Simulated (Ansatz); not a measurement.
Structure types of Be were relaxed at one common pressure (all-electron LAPW in Ansatz 0.2.0 under LDA, scalar-relativistic, no spin polarisation, zero temperature). They take these volumes:

```
            type  space group  V (Å³/atom)
             fcc        Fm-3m         6.13
             bcc        Im-3m         6.10
             hcp     P6_3/mmc         6.16
        beta tin     I4_1/amd         6.83
simple hexagonal       P6/mmm         6.97
              sc        Pm-3m         7.36
```

**Question.** At about which pressure, and is the densest type also the lowest in enthalpy?

**Answer.** 37 GPa. The densest is bcc, and it is 79 meV/atom above hcp: its gain in pV doesn't pay for its higher energy here.
